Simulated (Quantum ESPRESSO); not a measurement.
# Kohn-Sham bands of Ta (bcc (W type))

```xyz
1
Lattice="-1.6549 1.6549 1.6549 1.6549 -1.6549 1.6549 1.6549 1.6549 -1.6549" Properties=species:S:1:pos:R:3 pbc="T T T"
Ta     0.0000     0.0000     0.0000
```

Materials Project entry mp-50; symmetrised, unrelaxed at this level. This is the element's usual structure. Method: PBEsol plane waves in Quantum ESPRESSO 7.5 (PseudoDojo norm-conserving files, 47 Ry, no spin polarisation, no spin-orbit coupling), Bloch states on a 10×10×10 mesh through Γ, Wannier90 4.0.1. Density: 18×18×18 mesh, cold smearing 0.01 Ry. Spin-orbit coupling is left out although heavy elements are present.

Problem. List the Kohn-Sham levels between −8 and 3.0 eV relative to the Fermi level at the high-symmetry points, as a band run of pw.x on that density gives them (levels within 2 meV counted together).

Solution. 
| point | k (reciprocal lattice) | levels (eV) |
|---|---|---|
| Γ | 0.000 0.000 0.000 | -7.89, 0.72 (×3) |
| H | 0.500 -0.500 0.500 | -3.77 (×2) |
| N | 0.000 0.000 0.500 | -4.35, -1.53, 1.58 |
| P | 0.250 0.250 0.250 | -1.22 (×3) |
